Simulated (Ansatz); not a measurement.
TiCd:
```
CELL_PARAMETERS angstrom
      2.88471     0.00000     0.00000
      0.00000     2.88471     0.00000
      0.00000     0.00000     9.00322
ATOMIC_POSITIONS crystal
  Ti 0.00000 0.50000 0.39075
  Ti 0.50000 0.00000 0.60925
  Cd 0.00000 0.50000 0.86681
  Cd 0.50000 0.00000 0.13319
```

Relaxed with r²SCAN.

Which orbitals make up the states near the Fermi level in the program Ansatz at the r²SCAN level (PAW)?

Within 0.5 eV of the Fermi level: Ti 3d 75 %, outside the projected shells 17 %. Projections are on Löwdin-orthogonalised atomic valence shells; empty p or d shells of many metals are not among them.

Tabulate the density of states.

States/eV per cell of 4 atoms, in 0.25 eV bins, energy from the Fermi level.

| E (eV) | total | Ti 3d | Cd 5s | Ti 4s |
|---|---|---|---|---|
| -7.85 | 0.30 | 0.00 | 0.22 | 0.03 |
| -7.60 | 0.29 | 0.00 | 0.23 | 0.03 |
| -7.35 | 0.29 | 0.01 | 0.22 | 0.03 |
| -7.10 | 0.30 | 0.01 | 0.23 | 0.04 |
| -6.85 | 0.38 | 0.01 | 0.25 | 0.08 |
| -6.60 | 0.46 | 0.01 | 0.28 | 0.12 |
| -6.35 | 0.55 | 0.01 | 0.33 | 0.16 |
| -6.10 | 0.59 | 0.02 | 0.34 | 0.17 |
| -5.85 | 0.60 | 0.02 | 0.34 | 0.17 |
| -5.60 | 0.61 | 0.03 | 0.35 | 0.17 |
| -5.35 | 0.61 | 0.03 | 0.34 | 0.17 |
| -5.10 | 0.65 | 0.04 | 0.35 | 0.20 |
| -4.85 | 0.71 | 0.05 | 0.36 | 0.23 |
| -4.60 | 0.76 | 0.06 | 0.36 | 0.26 |
| -4.35 | 0.81 | 0.07 | 0.36 | 0.28 |
| -4.10 | 0.87 | 0.09 | 0.36 | 0.31 |
| -3.85 | 1.04 | 0.13 | 0.41 | 0.35 |
| -3.60 | 1.05 | 0.16 | 0.37 | 0.38 |
| -3.35 | 1.05 | 0.20 | 0.34 | 0.38 |
| -3.10 | 1.21 | 0.28 | 0.34 | 0.42 |
| -2.85 | 1.39 | 0.38 | 0.37 | 0.44 |
| -2.60 | 1.73 | 0.64 | 0.45 | 0.43 |
| -2.35 | 3.09 | 1.72 | 0.55 | 0.53 |
| -2.10 | 2.39 | 1.46 | 0.31 | 0.40 |
| -1.85 | 2.33 | 1.48 | 0.20 | 0.38 |
| -1.60 | 2.98 | 2.17 | 0.20 | 0.25 |
| -1.35 | 4.78 | 3.74 | 0.17 | 0.19 |
| -1.10 | 4.91 | 3.65 | 0.14 | 0.10 |
| -0.85 | 3.77 | 2.90 | 0.10 | 0.08 |
| -0.60 | 2.68 | 1.65 | 0.09 | 0.12 |
| -0.35 | 2.13 | 1.41 | 0.08 | 0.08 |
| -0.10 | 1.83 | 1.32 | 0.06 | 0.07 |
| 0.15 | 2.79 | 2.24 | 0.10 | 0.07 |
| 0.40 | 3.36 | 2.69 | 0.15 | 0.09 |
| 0.65 | 4.19 | 3.47 | 0.17 | 0.10 |
| 0.90 | 4.06 | 3.47 | 0.12 | 0.09 |
| 1.15 | 6.17 | 5.43 | 0.16 | 0.10 |
| 1.40 | 5.17 | 4.66 | 0.07 | 0.09 |
| 1.65 | 3.96 | 3.46 | 0.04 | 0.12 |
| 1.90 | 4.50 | 3.57 | 0.20 | 0.16 |
| 2.15 | 4.36 | 3.31 | 0.32 | 0.14 |
| 2.40 | 2.46 | 1.57 | 0.30 | 0.11 |
| 2.65 | 2.81 | 2.10 | 0.24 | 0.11 |

Space group P4/nmm. The first step of the workflow began from a Materials Project structure, measured or hypothetical; the Crystallography Open Database files this formula in space group No. 129, but the cells were not matched. Whether it is the stable phase at ambient conditions was not checked. The cell was relaxed with r²SCAN under the symmetry of its start; its stability against distortions is not shown here. No spin polarisation was allowed. Spin–orbit coupling is left out wherever it is not named.

Potentials: the later of the program's two PAW sets.
